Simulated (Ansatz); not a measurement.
Given:

MgH2:
```xyz
6
Lattice="4.4850 0.0000 0.0000 0.0000 4.4850 0.0000 0.0000 0.0000 2.9961" Properties=species:S:1:pos:R:3 pbc="T T T"
Mg     0.0000     0.0000     0.0000
Mg     2.2425     2.2425     1.4980
H      1.3664     1.3664     0.0000
H      0.8761     3.6090     1.4980
H      3.1186     3.1186     0.0000
H      3.6090     0.8761     1.4980
```

This is the r²SCAN-relaxed structure. Tensor components refer to the Cartesian frame of this cell.

Question: All from r²SCAN in the plane-wave PAW code Ansatz, unless another level is named. Estimate the band gap.

Answer: 4.38 eV (indirect).

Question: What about the HSE06 gap on the r²SCAN cell?

Answer: 4.85 eV.

Question: Give the weight of the valence-edge state by species (Voronoi cells).

Answer: H 90 %, Mg 10 %.

Question: What about the valence-band maximum?

Answer: off the standard path, at k = (0.154, 0.154, -0.055).

Question: What about the weight of the conduction-edge state by species (Voronoi cells)?

Answer: H 68 %, Mg 32 %.

Space group P4_2/mnm (rutile). Symmetry was held in the r²SCAN relaxation; phonons on a q-mesh show no instability.

Potentials: the later of the program's two PAW sets.
